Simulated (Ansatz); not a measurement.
Ta2O5:
Space group Pbam (No. 55); a = 6.211 Å, b = 7.327 Å, c = 3.788 Å, α = β = γ = 90.00°

| atom | site | symmetry | x | y | z |
|---|---|---|---|---|---|
| Ta | 4g | ..m | 0.2245 | 0.3810 | 0.0000 |
| O | 4h | ..m | 0.1984 | 0.3434 | 0.5000 |
| O | 2a | ..2/m | 0.0000 | 0.0000 | 0.0000 |
| O | 4g | ..m | 0.3895 | 0.1401 | 0.0000 |

Relaxed with r²SCAN. r²SCAN (plane waves, PAW; program Ansatz) gives a gap of 2.69 eV.

### Question
What gap does HSE06 give on the same cell (Ansatz, PAW)?

### Answer
3.75 eV, 1.06 eV more. The hybrid was solved on a coarser mesh and at special points; the gap given is the minimum over both.

```
k  v1 r²SCAN  c1 r²SCAN  v1 HSE06  c1 HSE06
-  ---------  ---------  --------  --------
Γ      -0.80       2.98       [?]       [?]
X      -1.07       3.00     -1.07      4.01
Z       0.00       2.69      0.00      3.75
U      -0.26       3.67       [?]       [?]
Y      -0.88       2.99       [?]       [?]
S      -0.97       3.62     -0.96      4.65
T      -0.26       3.88       [?]       [?]
R      -0.49       3.64     -0.50      4.79
```

### Question
Top valence (v1) and lowest conduction level (c1) in eV from each method's valence maximum (which need not be a listed point): supply the withheld HSE06 values.

### Answer

- Γ, v1 HSE06: -0.78
- Γ, c1 HSE06: 3.97
- U, v1 HSE06: -0.27
- U, c1 HSE06: 4.83
- T, v1 HSE06: -0.28
- T, c1 HSE06: 5.02
- Y, v1 HSE06: -0.86
- Y, c1 HSE06: 4.02

Cost on shared cores: the r²SCAN run (SCF on a 5×4×7 mesh, then bands and DOS) roughly 5 core-minutes, the HSE06 run (SCF on 3×3×4, then a few points) around 6 core-minutes (rough); the tasks are unlike.

The first step of the workflow began from a Materials Project structure, measured or hypothetical; the Crystallography Open Database copy checked does not list it. COD files the formula under space group No. 49. Whether it is the stable phase at ambient conditions was not checked. Symmetry was held in the r²SCAN relaxation; whether a distortion lowers the energy is not shown. No spin polarisation was allowed. Scalar-relativistic: spin–orbit coupling is off unless named, which matters more the heavier the elements.

Potentials: the later of the program's two PAW sets.
